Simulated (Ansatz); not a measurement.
TiCd:
```xyz
4
Lattice="2.8847 0.0000 0.0000 0.0000 2.8847 0.0000 0.0000 0.0000 9.0032" Properties=species:S:1:pos:R:3 pbc="T T T"
Ti     0.0000     1.4424     3.5180
Ti     1.4424     0.0000     5.4853
Cd     0.0000     1.4424     7.8041
Cd     1.4424     0.0000     1.1991
```

Relaxed with r²SCAN. Special points in fractions of this cell's reciprocal vectors: Γ (0.000, 0.000, 0.000); X (0.000, 0.500, 0.000); M (0.500, 0.500, 0.000); Z (0.000, 0.000, 0.500); R (0.000, 0.500, 0.500); A (0.500, 0.500, 0.500).

List the band energies nearest the Fermi level at these points for plane-wave PAW r²SCAN (Ansatz code).

In eV from the Fermi level; about four levels below and three above (degenerate sets whole), none deeper than 8.9 eV; points with the same levels are listed once.

```
k                    below                above
-  -----------------------  -------------------
Γ   -2.06 -1.56 -0.55 0.00       1.32 1.32 2.06
X  -2.51 -2.51 -1.20 -1.20  0.25 0.25 1.18 1.18
M  -2.31 -2.31 -1.47 -1.47  0.77 0.77 0.91 0.91
Z  -3.08 -1.56 -0.97 -0.01       1.33 1.33 2.01
R  -2.19 -2.19 -1.65 -1.65  0.28 0.28 1.19 1.19
A  -1.29 -1.29 -0.23 -0.23  2.20 2.20 2.70 2.70
```

Space group P4/nmm. The first step of the workflow began from a Materials Project structure, measured or hypothetical; the Crystallography Open Database files this formula in space group No. 129, but the cells were not matched. Whether it is the stable phase at ambient conditions was not checked. Symmetry was held in the r²SCAN relaxation; its stability against distortions is not shown here. No spin polarisation was allowed. Spin–orbit coupling is left out wherever it is not named.

Potentials: the later of the program's two PAW sets.
